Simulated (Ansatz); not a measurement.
**Sc₅Te: stable or not**

The cell was found from a structure generator's guess, not taken from experiment.

The calculation used DFT PBE, scalar-relativistic, plane waves, PAW in Ansatz. Settings of the last relaxation (6-atom cell): 420 eV, 10×10×4 k points, Gaussian smearing of 0.10 eV, no spin polarisation.

```
Sc Te
1.0
     3.78680    0.00000    0.00000
     0.00000    3.78680    0.00000
     0.00000    0.00000   10.04213
Sc Te
5 1
Direct
  0.50000 0.50000 0.33298
  0.50000 0.50000 0.66702
  0.00000 0.00000 0.15762
  0.00000 0.00000 0.84238
  0.00000 0.00000 0.50000
  0.50000 0.50000 0.00000
```

Energies over the elements count from the elements' standard structures at the same level, with no fitted energy shifts.

Problem. These tests were run: energy against the elements; phonons on a 2×2×1 q mesh; elastic tensor. What do they show?

Solution.

```json
{"test": "energy against the elements", "result": "−0.34 eV/atom"}
{"test": "phonons on a 2×2×1 q mesh", "result": "imaginary modes down to 84i cm⁻¹"}
{"test": "elastic tensor", "result": "least eigenvalue 35 GPa"}
```

It fails one test: phonons on a 2×2×1 q mesh. So it isn't even a local minimum.

Spin–orbit coupling, which can matter for Te, is left out. The cell is a metal run without spin, though a test with spin on the coarse mesh kept 1.3 μB a cell, so a magnetic state probably lies lower. The reference form of Te is held partly by dispersion forces, which this level lacks. The run for the phonons used a 10×10×4 k mesh and Fermi–Dirac smearing of 0.15 eV. The run for the elastic tensor used a 10×10×4 k mesh and Fermi–Dirac smearing of 0.15 eV.
